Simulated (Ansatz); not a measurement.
The cell below belongs to a search over invented structures; it isn't taken from experiment.

Input and command of a plane-wave DFT calculation in Ansatz:

```yaml
crystal:
  lattice:
    - [-3.22818763, 3.22818763, 3.22818763]
    - [3.22818763, -3.22818763, 3.22818763]
    - [3.22818763, 3.22818763, -3.22818763]
  atoms:
    - { symbol: Lu, position: [0.0, 0.5, 0.5] }
    - { symbol: Lu, position: [0.5, 0.0, 0.5] }
    - { symbol: Lu, position: [0.5, 0.5, 0.0] }
    - { symbol: Hf, position: [0.0, 0.0, 0.0] }
    - { symbol: Be, position: [0.5, 0.5, 0.5] }
    - { symbol: Be, position: [0.0, 0.0, 0.5] }
    - { symbol: Be, position: [0.0, 0.5, 0.0] }
    - { symbol: Be, position: [0.5, 0.0, 0.0] }
basis:
  ecutwfc: 420
kpoints:
  mp_grid: { grid: [4, 4, 4] }
hamiltonian:
  xc: pbe
scf:
  occupations: { method: gaussian, width: 0.2 }
  lower_state_search: "off"
output:
  forces: true
  stress: true
  eigenvalues: true
relax:
  adjacent_minimum: "off"
  f_tol: 0.08
  max_steps: 16
  cell: { stress_tol: 0.8 }
```

```bash
ansatz run input.yaml --threads 1 --pin off --max-ram 2560MiB --backend cpu --events-out ev --progress --plain --runs-dir out
```

Processor: Intel(R) Xeon(R) Processor @ 2.50GHz (Skylake/Cascade Lake), 1 thread, on a host shared with other jobs.

Q: Estimate time, memory and problem size.

A: About 68 s, peak memory 0.48 GiB. It solves 66 bands at 8 k points (after reduction by symmetry) with about 2731 plane waves (on the last cell), in 31 SCF iterations over 4 ionic steps.
